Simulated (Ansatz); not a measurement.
CrC8 in space group P6/mmm (No. 191; C on 6l, C on 2c, Cr on 1b), PBE+D3(BJ) in the plane-wave PAW code Ansatz, all energies at zero smearing, with the estimated change up to a 700 eV cutoff added, with one set of potentials and settings (totals compare only within such a set). Cell of 9 atoms (8 C, 1 Cr): -5383.913 eV.

```
element                             reference phase  E (eV/atom)
-------  ------------------------------------------  -----------
C                     P6_3/mmc, 4 atoms in the cell    -251.0887
Cr       Im-3m, 2 atoms in the cell, spin-polarised   -3378.2478
```

Formation energy per atom, worked out: (-5383.913 − 8×(-251.0887) − 1×(-3378.2478))/9 = 0.338 eV/atom (33 kJ per mol of atoms), at 0 K, without zero-point energy or fitted corrections.

A made-up cell: these elements were put on the sites of a structure type; neither database checked (COD, Materials Project) lists it. Its standing as an ambient phase is unchecked. Symmetry was held in the PBE+D3(BJ) relaxation; whether a distortion lowers the energy is not shown. The final state is ferromagnetic, chosen from 5 collinear starts compared on coarse meshes (ties went to the first, and starts can fall back to one state), not a proven ground state. The references are the lowest solids computed at this level, not always the standard phases.

Potentials: the later of the program's two PAW sets.
